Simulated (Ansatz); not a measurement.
Here is the system:

YTaN₃:
```
YTaN3
1.0
    4.03032     0.00000     0.00000
    0.00000     4.03032     0.00000
    0.00000     0.00000     4.03032
Y Ta N
1 1 3
Direct
  0.00000   0.00000   0.00000
  0.50000   0.50000   0.50000
  0.50000   0.50000   0.00000
  0.50000   0.00000   0.50000
  0.00000   0.50000   0.50000
```

This is the r²SCAN-relaxed structure.

All from the program Ansatz at the r²SCAN level (PAW), unless another level is named. Estimate the Young's modulus.

263 GPa.

Give the elastic constants (relaxed ions, GPa).

C11 = 470, C12 = 99.9, C44 = 65.6.

Space group Pm-3m (cubic perovskite). The start of the workflow was typed in or built on a structure type; neither database checked (COD, Materials Project) lists it. Whether it is the stable phase at ambient conditions was not checked. The cell was relaxed with r²SCAN under the symmetry of its start; its stability against distortions is not shown here. The run is not spin-polarised. With an odd number of electrons in the cell and no spin polarisation, the count alone makes it a metal. As this level gives no gap, shear constants depend on the k-mesh and smearing (Fermi–Dirac, 0.1 eV here). Scalar-relativistic: spin–orbit coupling is off unless named, which matters more the heavier the elements.

Potentials: the later of the program's two PAW sets.
